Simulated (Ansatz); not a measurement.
**Sc5Ge4, a known structure type with other elements, at an estimated volume**

```yaml
crystal:
  lattice:
    - [0.00000, 0.00000, 3.50253]
    - [5.00292, -5.00292, 1.75127]
    - [5.00292, 5.00292, -1.75127]
  atoms:
    - { symbol: Sc, position: [0.00000, 0.00000, 0.00000] }
    - { symbol: Ge, position: [0.28400, 0.76780, 0.33580] }
    - { symbol: Ge, position: [0.05180, 0.66420, 0.76780] }
    - { symbol: Ge, position: [0.71600, 0.23220, 0.66420] }
    - { symbol: Ge, position: [0.94820, 0.33580, 0.23220] }
    - { symbol: Sc, position: [0.36820, 0.93680, 0.67320] }
    - { symbol: Sc, position: [0.30500, 0.32680, 0.93680] }
    - { symbol: Sc, position: [0.63180, 0.06320, 0.32680] }
    - { symbol: Sc, position: [0.69500, 0.67320, 0.06320] }
```

Method: PBE, no spin polarisation; PAW, plane waves to 420 eV, 7×7×7 Γ-centred mesh, fermi-dirac occupations (width 0.0169 eV) (Ansatz 0.2.0), atoms fixed.

Q: What do density and ELF say about some of the short contacts?

A: Ge–Sc at 2.67 Å: least valence density 0.29 e/Å³ and ELF 0.24 there. Sc–Sc at 2.93 Å: least valence density 0.13 e/Å³ and ELF 0.09 there. These are pseudo-fields; inside the PAW spheres they differ from the all-electron ones.

Q: Is it stable against the elements?

A: -0.12 eV an atom against the elements' usual phases (free molecules for gases, crystals otherwise, with no correction for O₂ or N₂), so it is bound against them; other compounds may still compete. Relaxing would lower it.

Q: Which atom feels the largest force, and which way?

A: The largest is on Sc9 (and as large on other atoms): 0.69 eV/Å, components (-0.36, 0.59, 0.00). It makes 13° with the line to a nearest neighbour, Ge5 at 2.67 Å, pointing towards it.

Q: Which element gives electrons and which takes them?

A: Bader charges in e: Sc +0.73 to +1.22, Ge -1.40. In the mean Sc gives up most and Ge takes most.

Q: Is there a gap?

A: It is a metal, with about 9.1 states/eV a cell as the mean within 0.25 eV of the Fermi level, mostly Sc d (58 %) and Ge p (32 %).

Origin: a known structure type with other elements, at an estimated volume, so it need not be a known compound. Caveats: many states at the Fermi level without spin polarisation, so a magnetic state may lie lower; atoms or cell far from equilibrium.
